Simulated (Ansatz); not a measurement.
Zr:
```
CELL_PARAMETERS angstrom
      5.03765     0.00000     0.00000
     -2.51882     4.36273     0.00000
      0.00000     0.00000     3.15864
ATOMIC_POSITIONS crystal
  Zr 0.00000 0.00000 0.00000
  Zr 0.66667 0.33333 0.50000
  Zr 0.33333 0.66667 0.50000
```

Relaxed with r²SCAN.

Map the electron localisation function on the plane through (0.000, 0.000, 0.000) spanned by u = [0, 0, 1] and v = [1, -1, 0] in lattice vectors, from r²SCAN (plane waves, PAW; program Ansatz).

x is the fraction of u, y of v (the angle between them is 90°; rows are the nearest grid lines); atoms in the plane: Zr at (0.00, 0.00), Zr at (0.50, 0.67), Zr at (0.50, 0.33).
```
| :#@%-     -%@#: |
|%@@@*: .:. :*@@@%|
|@@@#-..-=-..-#@@@|
|..  .:+###+:.  ..|
|::::::-----::::::|
|==:  .-=+=-.  :==|
|=-. .=#%@%#=. .-=|
|:. -%@@*=*@@%- .:|
|...=%@%-.-%@%=...|
|-:..=%@@@@@%=..:-|
|+=: .-*%%%*-. :=+|
|@%*=.       .=*%@|
|@%*=.       .=*%@|
|+=: .-*%%%*-. :=+|
|-:..=%@@@@@%=..:-|
|...=%@%-.-%@%=...|
|:. -%@@*=*@@%- .:|
|=-. .=#%@%#=. .-=|
|==:  .-=+=-.  :==|
|::::::-----::::::|
|..  .:+###+:.  ..|
|@@@#-..-=-..-#@@@|
|%@@@*: .:. :*@@@%|
| :#@%-     -%@#: |
```
Scale: ten equal steps from 0.077 (start of ' ') to 0.802 (end of '@'), in the order ' .:-=+*#%@'; x runs from 0.000 to 1.00, y from 0.000 (bottom) to 1.00 (top).

The density is the valence pseudo-density with augmentation charge, so density and ELF within about 1 Å of a nucleus are not all-electron values.

Space group P6/mmm. This is a known high-pressure phase of the composition, computed here at zero pressure and temperature. Symmetry was held in the r²SCAN relaxation; its stability against distortions is not shown here. No spin polarisation was allowed.

Potentials: the earlier of the program's two PAW sets.
